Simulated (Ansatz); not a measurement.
Starting cell, InP (zinc blende):

```
CELL_PARAMETERS angstrom
      0.00000     5.95953     5.95953
      2.97977     2.97977     5.95953
      2.97977     2.97977     0.00000
ATOMIC_POSITIONS crystal
  P  0.00000 0.75000 0.75000
  P  0.50000 0.75000 0.75000
  In 0.00000 0.00000 0.00000
  In 0.50000 0.00000 0.00000
```

A phonon eigenvector at X = (0.5, 0.5, 0.0) is frozen into this cell: atom i moves by Q times the vector below, so Q is the largest atomic displacement, in Å. The cell is held. It is one choice among 2 degenerate patterns. (q is in reciprocal vectors of the primitive cell; the cell shown is doubled to hold the pattern.)

```tsv
atom	x	y	z
P1	0.000	1.000	0.000
P2	0.000	-1.000	0.000
In3	-0.196	0.000	0.000
In4	0.196	0.000	0.000
```

Calculation: PBE (plane waves to 420 eV, PAW, scalar-relativistic; Ansatz, an electronic-structure program). k mesh 10×10×10 (Γ-centred), Fermi-Dirac smearing 0.05 eV. E stands for the smeared free energy. InP was relaxed with its symmetry unable to fall. ΔE is measured from the undisplaced structure.

| Q (Å) | ΔE (meV/cell) |
|---|---|
| -0.2800 | 912 |
| -0.2333 | 634 |
| -0.1867 | 406 |
| -0.1400 | withheld |
| -0.0933 | 102 |
| -0.0467 | 25 |
| 0.0000 | 0 |
| 0.0467 | 25 |
| 0.0933 | 102 |
| 0.1400 | withheld |
| 0.1867 | 406 |
| 0.2333 | 634 |
| 0.2800 | 912 |

**Question.** Fit an even polynomial form (powers 2, 4) to the given rows and predict ΔE at Q = 0.1400.

**Answer.** Least squares on the 11 given rows: ΔE = (11670)·Q² + (-507.1)·Q⁴, in meV/cell with Q in Å; root-mean-square residual 0.3 meV/cell. At 0.1400 the fit gives 229 meV/cell; the calculation gives 228 meV/cell, so the interpolation is off by 1 (+0.4 %). The quadratic term alone would give 229 meV/cell.

(For displaced atoms, the force is minus the slope of the energy, and its curvature is a force constant, which sets phonon frequencies.)
